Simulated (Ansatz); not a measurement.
# Elastic constants of SiO2: input and output

All numbers below come from Ansatz 0.2.0, DFT LDA, scalar-relativistic, plane waves, PAW.

Launched with:
```bash
ansatz run input.yaml --threads 2 --pin off --max-ram 7168MiB --backend cpu --events-out ev --progress --plain --runs-dir out
```

Input (bare energies are in eV):
```yaml
crystal:
  lattice:
    - [-2.4644182068, 2.4644182068, 3.6415880013]
    - [2.4644182068, -2.4644182068, 3.6415880013]
    - [2.4644182068, 2.4644182068, -3.6415880013]
  atoms:
    - { symbol: Si, position: [0.0, 0.0, 0.0] }
    - { symbol: Si, position: [0.75, 0.25, 0.5] }
    - { symbol: O, position: [0.9738761264, 0.625, 0.8488761264] }
    - { symbol: O, position: [0.375, 0.2238761264, 0.3488761264] }
    - { symbol: O, position: [0.7761238736, 0.125, 0.1511238736] }
    - { symbol: O, position: [0.875, 0.0261238736, 0.6511238736] }
basis:
  ecutwfc: 420
kpoints:
  mp_grid: { grid: [6, 6, 6] }
hamiltonian:
  xc: lda
scf:
  occupations: { method: fixed }
output:
  forces: true
  stress: true
  eigenvalues: true
  polarization: {}
elastic:
  mode: relaxed_ion
  stencil: two_point
```

From the output:
```
--- Elastic constants: 4 strain directions × 2 members + reference (group order 8) ---
  dense FFT box of the reference and of every strained cell: 36×36×36
  strains applied: 11, 33, 23, 12; error gains: componentwise 1.00 (the most a stress slope's error grows in a printed constant), spectral 1.41 (1 for all six strains in a standard setting)
  reference relaxed by the batch: 3 steps; max|allowed force component| 6.54e-5 eV/Å at the deck's positions, 1.60e-9 at the last accepted step, 2.03e-7 by the solve of record
  largest displacement 1.0e-5 Å; the constants are those of the deck's cell at these positions:
  atoms:
    - { symbol: Si, position: [6.444469415627479e-23, 6.444469415619469e-23, 1.2888938831246964e-22] }
    - { symbol: Si, position: [0.7500000000000001, 0.24999999999999992, 0.5000000000000001] }
    - { symbol: O, position: [0.9738740794763275, 0.6249999999999999, 0.8488740794763276] }
    - { symbol: O, position: [0.375, 0.22387407947632754, 0.34887407947632765] }
    - { symbol: O, position: [0.7761259205236724, 0.12499999999999994, 0.15112592052367246] }
    - { symbol: O, position: [0.875, 0.026125920523672408, 0.6511259205236726] }
  C = ∂σ_k/∂η_j (tension-positive GPa; Voigt order 11 22 33 23 13 12):
        81.008    -41.108     13.052      0.000      0.000     -0.000
       -41.108     81.008     13.052      0.000      0.000     -0.000
        13.073     13.073     82.350      0.000      0.000      0.000
        -0.000      0.000     -0.000     19.136      0.000      0.000
         0.000      0.000      0.000      0.000     19.136      0.000
         0.000      0.000      0.000      0.000      0.000     29.795
  reference stress σ⁰ (GPa):      0.008      0.008     -0.001     -0.000      0.000      0.000
  C* (energy form; C + prestress term) asymmetry max|C*_kj − C*_jk| = 1.107e-2 GPa — a small one proves nothing (zero by symmetry where the batch's group is 432, −43m or m−3m); a large one is finite-difference/SCF noise where every solve ...
  moduli (Voigt/Reuss/Hill, GPa): K = 23.82/19.33/21.57   G = 30.90/24.63/27.77   E = 58.29   ν = 0.050
  mechanically stable: yes (min eigenvalue of sym C = 19.14 GPa)
  e, the proper piezoelectric tensor (elastic.mode: relaxed_ion; C/m²; rows x y z; Voigt order 11 22 33 23 13 12):
      -0.00000   -0.00000   -0.00000    0.06490    0.00000    0.00000
       0.00000    0.00000   -0.00000    0.00000    0.06490   -0.00000
       0.00000    0.00000    0.00000    0.00000    0.00000    0.21623
  ±, each entry's uncertainty from the finite density of the strings (C/m²), an estimate: the size of the correction for it that the entry includes:
       0.00000    0.00000    0.00000    0.00056    0.00000    0.00000
       0.00000    0.00000    0.00000    0.00000    0.00056    0.00000
       0.00000    0.00000    0.00000    0.00000    0.00000    0.00092
  the group's symmetry takes up to 1.6e-8 C/m² out of the measured responses: error of the strings' finite density and of the mesh across them, as far as it breaks the symmetry (raise kpoints.mp_grid and any string_points); the largest step ...
  strain η (Voigt 11):  stress-route row diagonal C_11 = 81.01 GPa, energy-path curvature d²(F+E_count+ΔE)/dδ²/Ω₀ = 81.86 GPa
         δ    σ_11 (GPa) F (eV) n_scf n_hpsi n_pw
    -2.000e-3      -0.1535       -3445.3736052       2    8374   1745   relax 5 steps, max|allowed force component| 3.00e-5 eV/Å
     2.000e-3       0.1706       -3445.3736451       2    8362   1753   relax 6 steps, max|allowed force component| 1.62e-6 eV/Å
  strain η (Voigt 33):  stress-route row diagonal C_33 = 82.35 GPa, energy-path curvature d²(F+E_count+ΔE)/dδ²/Ω₀ = 83.15 GPa
         δ    σ_33 (GPa) F (eV) n_scf n_hpsi n_pw
    -2.000e-3      -0.1660       -3445.3736322       2    5448   1742   relax 4 steps, max|allowed force component| 5.06e-7 eV/Å
     2.000e-3       0.1634       -3445.3737422       2    5465   1750   relax 4 steps, max|allowed force component| 4.51e-7 eV/Å
  strain η (Voigt 23):  stress-route row diagonal C_44 = 19.14 GPa, energy-path curvature d²(F+E_count+ΔE)/dδ²/Ω₀ = 19.69 GPa
         δ    σ_23 (GPa) F (eV) n_scf n_hpsi n_pw
    -2.000e-3      -0.0383       -3445.3737272       2   12292   1749   relax 6 steps, max|allowed force component| 1.86e-5 eV/Å
     2.000e-3       0.0383       -3445.3737271       2   12307   1749   relax 6 steps, max|allowed force component| 1.87e-5 eV/Å
  strain η (Voigt 12):  stress-route row diagonal C_66 = 29.79 GPa, energy-path curvature d²(F+E_count+ΔE)/dδ²/Ω₀ = 30.22 GPa
         δ    σ_12 (GPa) F (eV) n_scf n_hpsi n_pw
    -2.000e-3      -0.0596       -3445.3736901       2    8317   1747   relax 5 steps, max|allowed force component| 1.60e-5 eV/Å
     2.000e-3       0.0596       -3445.3736901       2    8307   1747   relax 5 steps, max|allowed force component| 1.61e-5 eV/Å
--- Formal polarisation (Berry phase): one branch of a lattice of values; only differences between neighbouring runs are physical ---
  axis mesh electronic ionic p = total spread (rad) least overlap resolved gap  δp at fixed H ≤   (phases in cycles; p mod 2; gap in eV; gap and δp judge the states as solved, not the mesh's step, its ...
  b1    6×6×6           0.00000000    21.00000000    21.00000000      0.011639         0.9716        5.7621           1.5e-6
  b2    6×6×6           0.00000000     7.00000000     7.00000000      0.011639         0.9716        5.7621           1.5e-6
  b3    6×6×6           0.00000000    14.00000000    14.00000000      0.000000         0.9675        5.7621           1.6e-6
  quantum along a1:   0.11395531 e/Å² =   182.576536 µC/cm²
  quantum along a2:   0.11395531 e/Å² =   182.576536 µC/cm²
  quantum along a3:   0.11395531 e/Å² =   182.576536 µC/cm²
  P = (  0.00000000,   0.77999680,   0.57628754) e/Å² = (    0.000000,  1249.692650,   923.314425) µC/cm²  (mod the quanta)
```

It took 2.9 min on 2 threads of AMD EPYC 7B13 (Zen 3), on a shared host, peak memory 0.46 GiB.

This form isn't the usual stable structure of the compound.